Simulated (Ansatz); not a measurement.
PbF$_{2}$ (fluorite, Fm-3m), PBE (plane waves, PAW; program Ansatz): ε∞ = 3.29, cell volume 54.02 Å³. Infrared-active transverse modes:

```
ω_TO (cm⁻¹)  oscillator strength S_xx (e²/amu)
-----------  ---------------------------------
94.2                                    0.3127
```

Question: Compute the static dielectric constant.

Answer: Each mode adds (4.921e7/V) S/ω²: 32.09. So ε0 = 35.4.

Question: What LO frequency does the Lyddane–Sachs–Teller relation give?

Answer: ω_LO = ω_TO √(ε0/ε∞) = 309 cm⁻¹.

The cell was relaxed with PBE under the symmetry of its start; phonons on a q-mesh show no instability. Spin–orbit coupling is left out wherever it is not named.

Potentials: the later of the program's two PAW sets.
